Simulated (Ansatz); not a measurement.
BAs (zinc blende)

```
CELL_PARAMETERS angstrom
      0.00000     2.40467     2.40467
      2.40467     0.00000     2.40467
      2.40467     2.40467     0.00000
ATOMIC_POSITIONS crystal
  As 0.75000 0.75000 0.75000
  B  0.00000 0.00000 0.00000
```

This relaxed cell (volume V₀) is scaled evenly in all directions, its shape held. Symmetry pins the atoms to their sites.

Computed with PBE (plane waves to 420 eV, PAW, scalar-relativistic; Ansatz, a quantum-chemistry and plane-wave program). k mesh 12×12×12 (Γ-centred), Fermi-Dirac smearing 0.05 eV. E stands for the smeared free energy. Compression counts positive. BAs was relaxed with its symmetry unable to fall. The zero of ΔE is the relaxed starting cell.

```tsv
V/V₀	P (GPa)	ΔE (kJ/mol of atoms)
0.840	___	18.89
0.880	21.8	___
0.920	13.0	4.05
0.960	5.8	___
1.000	0.0	0.00
1.040	-4.8	0.82
1.080	-8.6	3.09
1.120	-11.7	6.51
1.160	___	10.88
```

What belongs in the gaps?


- 0.840, P (GPa): 32.6
- 0.880, ΔE (kJ/mol of atoms): 9.83
- 0.960, ΔE (kJ/mol of atoms): 0.94
- 1.160, P (GPa): -14.3

(A scan under strain: stresses follow from slopes of the energy per volume, elastic moduli from its curvatures.)
